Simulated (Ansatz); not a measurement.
SnTe:
```cif
data_Sn4Te4
_chemical_formula_sum 'Sn4 Te4'
_space_group_name_H-M_alt 'Fm-3m'
_space_group_IT_number 225
_space_group_name_Hall '-F 4 2 3'
_cell_length_a 6.40944
_cell_length_b 6.40944
_cell_length_c 6.40944
_cell_angle_alpha 90.000
_cell_angle_beta 90.000
_cell_angle_gamma 90.000
loop_
_atom_site_label
_atom_site_type_symbol
_atom_site_symmetry_multiplicity
_atom_site_Wyckoff_symbol
_atom_site_fract_x
_atom_site_fract_y
_atom_site_fract_z
_atom_site_occupancy
Sn1 Sn 4 a 0.00000 0.00000 0.00000 1
Te1 Te 4 b 0.50000 0.50000 0.50000 1
```
(The calculation used a cell of 2 atoms; values per cell refer to that cell.)

Relaxed with PBE. PBE (plane waves, PAW; program Ansatz) gives a gap of 0.05 eV.

Task: What gap does HSE06 give on the same cell (Ansatz, PAW)?

Result: 0.30 eV, 0.25 eV more. The hybrid was solved on a coarser mesh and at special points; its gap is the smallest among all of these.

```tsv
k	v1 PBE	c1 PBE	v1 HSE06	c1 HSE06
Γ	-2.00	3.25	(withheld)	(withheld)
X	-3.49	2.39	(withheld)	(withheld)
L	0.00	0.05	0.00	0.30
W	-0.81	0.86	(withheld)	(withheld)
K	-2.58	2.92	(withheld)	(withheld)
```

Task: Top valence (v1) and lowest conduction level (c1) in eV from each method's valence maximum (which need not be a listed point): supply the withheld HSE06 values.

Result: 
- X, v1 HSE06: -4.01
- X, c1 HSE06: 2.65
- W, v1 HSE06: -0.99
- W, c1 HSE06: 1.14
- Γ, v1 HSE06: -2.35
- Γ, c1 HSE06: 3.79
- K, v1 HSE06: -2.90
- K, c1 HSE06: 3.36

Cost on shared cores: the PBE run (SCF on a 8×8×8 mesh, then bands and DOS) very roughly 17 core-seconds, the HSE06 run (SCF on 6×6×6, then a few points) roughly 3.0 core-minutes; the tasks are unlike.

The PBE relaxation kept the symmetry of its start. Scalar-relativistic: spin–orbit coupling is off unless named, which matters more the heavier the elements.

Potentials: the later of the program's two PAW sets.
